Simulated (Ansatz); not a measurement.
## Ansatz run, LaGe2Rh2

Input file of Ansatz 0.2.0:

```yaml
crystal:
  lattice:
    - [0.0, 4.32919, 0.0]
    - [4.32919, 0.0, 0.0]
    - [2.164595, 2.164595, -5.086257]
  atoms:
    - { symbol: La, position: [0.0, 0.0, 0.0] }
    - { symbol: Ge, position: [0.375, 0.375, 0.25] }
    - { symbol: Ge, position: [0.625, 0.625, 0.75] }
    - { symbol: Rh, position: [0.75, 0.25, 0.5] }
    - { symbol: Rh, position: [0.25, 0.75, 0.5] }
  symmetry: { tolerance: 0.0003 }
kpoints:
  mp_grid: { grid: [9, 9, 9], shift: [0, 0, 0] }
  band_path:
    path:
      - [0.0, 0.0, 0.0]
      - [0.5, 0.5, 0.5]
      - [0.5, 0.5, 0.25]
      - [0.0, 0.5, 0.0]
      - [0.0, 0.0, 0.0]
      - [0.0, 0.0, -0.5]
      - [0.0, 0.40944202, -0.29527899]
      - [0.0, 0.59055798, 0.29527899]
      - [0.0, 0.0, 0.0]
      - [0.5, 0.5, 0.5]
      - [0.40944202, 0.59055798, 0.5]
    npoints: 6
magnetization:
  spin_polarized: false
scf:
  occupations: { method: gaussian, width: 0.0641 }
  lower_state_search: "off"
  max_iter: 200
hamiltonian:
  pseudopotentials: { kind: paw }
  xc: r2scan
basis:
  ecutwfc: 500
  fft_grid_basis: typed
output:
  forces: true
  stress: true
  eigenvalues: true
  bader: true
  populations: true
  elf: true
  write_potential: true
  volumetric_format: npy
  dos:
    e_range: [-12, 8]
    de: 0.05
    projected: { site_lists: { Ge: [Ge], La: [La], Rh: [Rh] } }
checkpoint:
  read: saved_state
```

The saved state is an earlier solution for the same cell, perhaps on another mesh. 

Parts of the output:

```
SCF iter   1: F=-27705.7122 eV  Δρ=2.07e-3  dr2=4.08e-3  dr2_τ=1.36e-3
SCF iter   2: F=-27705.7152 eV  Δρ=8.59e-4  dr2=5.99e-4  dr2_τ=1.53e-4
SCF iter   3: F=-27705.7153 eV  Δρ=4.09e-4  dr2=3.09e-4  dr2_τ=1.95e-5
SCF iter   4: F=-27705.7155 eV  Δρ=1.51e-4  dr2=2.69e-5  dr2_τ=1.40e-6
SCF iter   5: F=-27705.7155 eV  Δρ=4.21e-5  dr2=1.61e-6  dr2_τ=1.16e-7
SCF iter   6: F=-27705.7155 eV  Δρ=1.87e-5  dr2=2.89e-7  dr2_τ=7.01e-9
SCF iter   7: F=-27705.7155 eV  Δρ=6.74e-6  dr2=3.50e-8  dr2_τ=3.06e-9
Free energy (F): -27705.7155 eV
Harris-Foulkes:  -27705.7155 eV  (|F-HF|=4.26e-8)
Internal energy: -27705.7077 eV  (E = F + TS)
E sigma→0 (E₀):  -27705.7116 eV
Entropy (-TS):   -0.0078 eV (-1.556 meV/atom)
Fermi energy:    15.1258 eV
--- Per-component energies (eV) ---
  E_band       = -577.7802
  E_kinetic    = 1563.3523
  E_local      = -9407.8227  (includes V_loc(G=0)·N_el)
  E_nonlocal   = 1647.1283
  E_hartree    = 3877.7811
  E_xc         = -705.3655
  E_vxc        = -927.2118  (∫ρ·V_xc dr)
  E_paw        = -16716.9492  (= ΣΔE_a)
  E_vpaw       = -1267.7346  (= ΣTr[D̂ρ^β])
  E_aug_tail   = 0.0014  (compensation charges beyond the density's cutoff)
  E_vtau       = 58.9510  (kinetic-family band-sum trace: ∫τ·v_τ [+ j·A + Jᵃ·Aᵃ] dr)
  E_ewald      = -7960.9905
  E_core_change = -2.8429  (= ΣΔE_core)
  E_smearing   = -0.0078  (= −TS)
--- Forces (eV/Å), atoms counted from 1 ---
  atom   1  La     0.0000     0.0000     0.0000
  atom   2  Ge     0.0000     0.0000    -0.6386
  atom   3  Ge     0.0000     0.0000     0.6386
  atom   4  Rh     0.0000     0.0000     0.0000
  atom   5  Rh     0.0000     0.0000     0.0000
--- Stress (GPa, compression-positive) ---
       -6.2128       0.0000       0.0000
        0.0000      -6.2128       0.0000
        0.0000       0.0000       1.0186
  P = ⅓ Tr σ = -3.8024 GPa (-38.024 kbar)
--- Bader charges: 5 sites ---
  site symbol  charge [e]  shift [e]
     0     La      1.6121     0.0000
     1     Ge     -0.1571     0.0013
     2     Ge     -0.1571     0.0013
     3     Rh     -0.6489     0.0013
     4     Rh     -0.6489     0.0013
```

Origin: a known structure type with other elements, at an estimated volume, so it need not be a known compound. Caveats: f levels without a U or exact exchange are poorly placed.
